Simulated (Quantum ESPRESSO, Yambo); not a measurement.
G0W0 results for TlBr at -0.5 % isotropic strain

Space group Pm-3m (No. 221); a = b = c = 3.894 Å, α = β = γ = 90.00°

| atom | site | symmetry | x | y | z |
|---|---|---|---|---|---|
| Br | 1b | m-3m | 0.5000 | 0.5000 | 0.5000 |
| Tl | 1a | m-3m | 0.0000 | 0.0000 | 0.0000 |

The PBEsol cell relaxed from Materials Project entry mp-22875 was given an isotropic strain of -0.5 % on all lattice vectors, and the atoms were relaxed again.

Starting point: PBE (stringent potentials; Quantum ESPRESSO, PseudoDojo norm-conserving, 90 Ry, without SOC). G0W0 in Yambo: 4×4×4 Γ-centred k mesh, bands 10 to 284 and a 15 Ry block in the screening, 284 bands in G with the Bruneval-Gonze terminator, plasmon pole fitted at 27.2 eV.

```yaml
PBE gap along the band path: 1.68 eV
PBE gap between the mesh's edge points (X → X): 1.68 eV
G0W0 gap between the same points: 3.28 eV
```

```tsv
k point	band	E PBE (eV)	E QP (eV)	shift (eV)	Z
Γ	VB	-1.61	-3.51	-1.90	0.79
Γ	CB	6.81	6.99	0.17	0.82
X	VB	0.00	-1.59	-1.59	0.81
X	CB	1.68	1.69	0.01	0.83
M	VB	-0.96	-2.93	-1.98	0.80
M	CB	4.92	4.82	-0.10	0.81
```

Energies count from the PBE valence-band maximum.

Convergence of the G0W0 settings was not tested.

Spin-orbit coupling is left out; with 6p states at a band edge it can lower the gap by many tenths of an eV, most of a small gap.
